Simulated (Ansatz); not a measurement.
SbTeOs:
```xyz
12
Lattice="6.6233 0.0000 0.0000 0.0000 6.5283 0.0000 -2.7236 0.0000 6.1181" Properties=species:S:1:pos:R:3 pbc="T T T"
Sb     5.3870     0.9181     0.6978
Sb    -1.4873     5.6103     5.4203
Sb    -0.1255     4.1822     2.3613
Sb     4.0252     2.3461     3.7568
Te     3.4687     5.6477     1.9312
Te     0.4310     0.8806     4.1869
Te     1.7928     2.3835     1.1279
Te     2.1069     4.1448     4.9902
Os     4.2349     3.2573     1.2436
Os    -0.3352     3.2710     4.8745
Os     1.0266     6.5215     1.8155
Os     2.8730     0.0069     4.3026
```

Relaxed with PBEsol. Special points in fractions of this cell's reciprocal vectors: Γ (0.000, 0.000, 0.000); Z (0.000, 0.500, 0.000); D (0.000, 0.500, 0.500); B (0.000, 0.000, 0.500); A (-0.500, 0.000, 0.500); E (-0.500, 0.500, 0.500); C2 (-0.500, 0.500, 0.000); Y2 (-0.500, 0.000, 0.000).

**Question.** List the band energies nearest the valence-band maximum at these points for DFT-PBEsol in the program Ansatz with PAW potentials.

**Answer.** In eV from the valence-band maximum; about four levels below and three above (degenerate sets whole), none deeper than 8.9 eV; points with the same levels are listed once.

```tsv
k	below	above
Γ	-0.96 -0.74 -0.50 -0.48	0.92 1.67 1.82
Z	-0.71 -0.71 -0.22 -0.22	1.25 1.25 1.78 1.78
D	-1.08 -1.08 -0.12 -0.12	1.26 1.26 1.54 1.54
B	-1.04 -1.04 -0.33 -0.33	1.11 1.11 1.74 1.74
A	-0.79 -0.79 -0.45 -0.45	1.86 1.86 2.06 2.06
E	-0.60 -0.60 -0.48 -0.48	1.08 1.08 1.70 1.70
C2	-0.71 -0.71 -0.44 -0.44	1.26 1.26 1.46 1.46
Y2	-0.96 -0.85 -0.17 -0.01	1.19 1.38 1.54
```

Space group P2_1/c. The workflow started from a Materials Project entry (that database holds measured and hypothetical structures alike); the Crystallography Open Database copy checked does not list it. Whether it is the stable phase at ambient conditions was not checked. The cell was relaxed with PBEsol under the symmetry of its start; whether a distortion lowers the energy is not shown. The run is not spin-polarised. Scalar-relativistic: spin–orbit coupling is off unless named, which matters more the heavier the elements.

Potentials: the later of the program's two PAW sets.
